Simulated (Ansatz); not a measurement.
Given:

PbTe (rock salt)

```xyz
4
Lattice="0.0000 6.5342 6.5342 3.2671 0.0000 3.2671 3.2671 3.2671 0.0000" Properties=species:S:1:pos:R:3 pbc="T T T"
Te     0.0000     0.0000     0.0000
Te     0.0000     3.2671     3.2671
Pb     3.2671     3.2671     3.2671
Pb     3.2671     6.5342     6.5342
```

In each cell atom 3 (Pb, nearest neighbour Te at 3.267 Å; its periodic images, 4.6 Å or more away, move with it) moves by s·(0.707, 0.707, 0.000) (along Cartesian [110]), the rest being held.

These are r2SCAN (plane waves to 500 eV, PAW, scalar-relativistic; Ansatz, a first-principles code) values and carry that method's errors. k mesh 7×7×7 (Γ-centred), Fermi-Dirac smearing 0.05 eV. Energies are smeared free energies. PbTe was relaxed with its symmetry unable to fall. Spin-orbit coupling is left out, though Pb and Te are heavy. The zero of ΔE is the undisplaced structure.

The scan covers s from -0.330 to 0.330 Å in 11 points.

**Question.** Is the energy the same for equal positive and negative displacements?

**Answer.** Even: the same for both signs. With its periodic images moving along, the atom's site symmetry in this cell is -3m.

**Question.** What force acts on the atom along the line at s = -0.330 Å?

**Answer.** 0.504 eV/Å.

**Question.** What is the energy change at s = 0.330 Å?

**Answer.** 71.5 meV/cell.

**Question.** What is the force constant k = d²E/ds² of this move at s = 0?

**Answer.** 1.08 eV/Å².

(For displaced atoms, the force is minus the slope of the energy, and its curvature is a force constant, which sets phonon frequencies.)
